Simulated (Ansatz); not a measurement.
A geometry of AlRh away from equilibrium: step 21 of the relaxation of a relaxed AlRh cell displaced along its unstable phonon at q = (½, 0, 0) of its primitive reciprocal cell (82i cm⁻¹), largest move 0.15 Å. The numbers are results of PBEsol (plane waves to 420 eV, PAW, scalar-relativistic; Ansatz, a first-principles code), not measurements. Γ-centred k-mesh 9×9×4 on the run's cell (coarser than for final values), Fermi–Dirac smearing 0.05 eV.

```xyz
16
Lattice="6.6906 -1.9523 0.0000 -2.5180 4.3614 0.0000 0.0000 0.0000 8.9848" Properties=species:S:1:pos:R:3:forces:R:3 pbc="T T T" free_energy=-54918.367 pressure_GPa=2.0
Al    -0.5119    -0.8920     8.7133    0.0052   -0.0079   -0.0064
Al     2.3169    -0.9735     8.7133   -0.0043    0.0084   -0.0064
Al     0.5119     0.8920     4.2209   -0.0052    0.0079   -0.0064
Al     4.3738    -0.9788     4.2209    0.0043   -0.0084   -0.0064
Al    -0.7600     1.8857     1.9518    0.0032   -0.0115    0.0075
Al     2.0804     1.7842     1.9518   -0.0083    0.0085    0.0075
Al     2.0923     0.6249     6.4442    0.0083   -0.0085    0.0075
Al     4.9326     0.5234     6.4442   -0.0032    0.0115    0.0075
Rh     0.4605    -0.2853     1.9687    0.0015    0.0015    0.0019
Rh     3.3285    -0.4347     1.9687    0.0021    0.0006    0.0019
Rh    -0.4605     0.2853     6.4611   -0.0015   -0.0015    0.0019
Rh     3.3621    -1.5176     6.4611   -0.0021   -0.0006    0.0019
Rh    -0.7645     3.0331     4.2069    0.0073    0.0008   -0.0029
Rh     3.0718     1.2066     4.2069    0.0043    0.0059   -0.0029
Rh     1.1008     1.2025     8.6993   -0.0043   -0.0059   -0.0029
Rh     4.9371    -0.6240     8.6993   -0.0073   -0.0008   -0.0029
```

Positions in Å, forces in eV/Å, free energy of the cell in eV (comparable only within this code, potentials and settings). Largest force: 0.01 eV/Å, on Al5, Al6, Al7, Al8 (atoms numbered as listed); the geometry lies 0.01 eV/atom above the end of its relaxation.

No spin polarisation in the result.

The run could not lose the symmetry of its start: the end is stationary, and may be a saddle point rather than a minimum.

The end of the path is a generated cell of AlRh: the first start was made by placing the elements on the sites of a structure type, and the end was not matched to a known phase here, so it may be hypothetical.
